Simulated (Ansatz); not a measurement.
ScZn3 in space group P6_3/mmc (No. 194; Sc on 2d, Zn on 6h), plane-wave PAW PBE (Ansatz code), all energies at zero smearing, with the estimated change up to a 700 eV cutoff added, with one set of potentials and settings (totals compare only within such a set). Cell of 8 atoms (2 Sc, 6 Zn): -24188.298 eV.

| element | reference phase | E (eV/atom) |
|---|---|---|
| Sc | P6_3/mmc, 2 atoms in the cell | -2135.8097 |
| Zn | C2/m, 3 atoms in the cell | -3319.0295 |

Formation energy per atom, worked out: (-24188.298 − 2×(-2135.8097) − 6×(-3319.0295))/8 = -0.313 eV/atom (-30 kJ per mol of atoms), at 0 K, without zero-point energy or fitted corrections.

The workflow started from a Materials Project entry (that database holds measured and hypothetical structures alike); the Crystallography Open Database copy checked does not list it. With Sc and Zn taken as one species the cell has the higher symmetry P6_3/mmc, so it may be an ordered model of a mixed-site phase. Whether it is the stable phase at ambient conditions was not checked. Symmetry was held in the PBE relaxation; its stability against distortions is not shown here. The run is not spin-polarised. The references are the lowest solids computed at this level, not always the standard phases.

Potentials: the later of the program's two PAW sets.
